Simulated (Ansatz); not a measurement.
AgCl (rock salt)

```
CELL_PARAMETERS angstrom
      0.00000     5.61150     5.61150
      2.80575     0.00000     2.80575
      2.80575     2.80575     0.00000
ATOMIC_POSITIONS crystal
  Cl 0.00000 0.00000 0.00000
  Cl 0.50000 0.00000 0.00000
  Ag 0.25000 0.50000 0.50000
  Ag 0.75000 0.50000 0.50000
```

A phonon eigenvector at L = (0.5, 0.0, 0.0) is frozen into this cell: atom i moves by Q times the vector below, so Q is the largest atomic displacement, in Å. The cell is held. It is one choice among 2 degenerate patterns. (q is in reciprocal vectors of the primitive cell; the cell shown is doubled to hold the pattern.)

| atom | x | y | z |
|---|---|---|---|
| Cl1 | 0.285 | -0.520 | 0.805 |
| Cl2 | -0.285 | 0.520 | -0.805 |

Atoms not listed stay in place.

Level of theory: PBE (plane waves to 420 eV, PAW, scalar-relativistic; Ansatz, a quantum-chemistry and plane-wave program). k mesh 5×10×10 (Γ-centred), Fermi-Dirac smearing 0.05 eV. E stands for the smeared free energy. AgCl was relaxed with its symmetry unable to fall. The zero of ΔE is the undisplaced structure.

| Q (Å) | ΔE (meV/cell) |
|---|---|
| -0.2800 | 11.4 |
| -0.2333 | withheld |
| -0.1867 | 3.0 |
| -0.1400 | 1.3 |
| -0.0933 | 0.4 |
| -0.0467 | 0.1 |
| 0.0000 | 0.0 |
| 0.0467 | 0.1 |
| 0.0933 | 0.4 |
| 0.1400 | 1.3 |
| 0.1867 | 3.0 |
| 0.2333 | withheld |
| 0.2800 | 11.4 |

Fit an even polynomial form (powers 2, 4) to the given rows and predict ΔE at Q = 0.2333.

Least squares on the 11 given rows: ΔE = (38.59)·Q² + (1363)·Q⁴, in meV/cell with Q in Å; root-mean-square residual 0.02 meV/cell. At 0.2333 the fit gives 6.1 meV/cell; the calculation gives 6.2 meV/cell, so the interpolation is off by -0.1 (-1.6 %). The quadratic term alone would give 2.1 meV/cell.

(For displaced atoms, the force is minus the slope of the energy, and its curvature is a force constant, which sets phonon frequencies.)
